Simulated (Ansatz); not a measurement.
Sn (diamond, Fd-3m) under volume change, plane-wave PAW PBE (Ansatz code), scaled uniformly.

```json
[
 {"V (Å³/atom)": "33.542", "E − E(relaxed) (meV/atom)": "39.8", "P (GPa)": "4.21"},
 {"V (Å³/atom)": "34.648", "E − E(relaxed) (meV/atom)": "16.6", "P (GPa)": "2.55"},
 {"V (Å³/atom)": "35.753", "E − E(relaxed) (meV/atom)": "3.9", "P (GPa)": "1.16"},
 {"V (Å³/atom)": "36.859", "E − E(relaxed) (meV/atom)": "0.0", "P (GPa)": "0.00"},
 {"V (Å³/atom)": "37.965", "E − E(relaxed) (meV/atom)": "3.5", "P (GPa)": "-0.98"},
 {"V (Å³/atom)": "39.071", "E − E(relaxed) (meV/atom)": "13.2", "P (GPa)": "-1.80"},
 {"V (Å³/atom)": "40.176", "E − E(relaxed) (meV/atom)": "28.1", "P (GPa)": "-2.49"}
]
```

**Question.** What does a third-order Birch–Murnaghan fit give for V₀, B₀ and B′?

**Answer.** V₀ = 36.86 Å³/atom, B₀ = 35.6 GPa, B′ = 4.8.

This is a known low-temperature phase of the composition, computed here at zero pressure and temperature. The PBE relaxation kept the symmetry of its start; phonons on a q-mesh show no instability. The volume moved by 30 % from the start of the relaxation. Spin–orbit coupling is left out wherever it is not named.

Potentials: the later of the program's two PAW sets.
